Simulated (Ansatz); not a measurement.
Te (diamond, Fd-3m) under volume change, DFT-r²SCAN in the program Ansatz with PAW potentials, scaled uniformly.

| V (Å³/atom) | E − E(relaxed) (meV/atom) | P (GPa) |
|---|---|---|
| 41.456 | 39.9 | 3.40 |
| 42.823 | 16.7 | 2.07 |
| 44.190 | 3.9 | 0.95 |
| 45.556 | 0.0 | 0.00 |
| 46.923 | 3.5 | -0.79 |
| 48.290 | 13.1 | -1.45 |
| 49.657 | 28.0 | -2.02 |

### Question
What does a third-order Birch–Murnaghan fit give for V₀, B₀ and B′?

### Answer
V₀ = 45.56 Å³/atom, B₀ = 28.8 GPa, B′ = 4.7.

The start of the workflow was typed in or built on a structure type; neither database checked (COD, Materials Project) lists it. It is not the phase usual at ambient conditions (space group No. 152). The r²SCAN relaxation kept the symmetry of its start; whether a distortion lowers the energy is not shown. Spin–orbit coupling is left out wherever it is not named.

Potentials: the earlier of the program's two PAW sets.
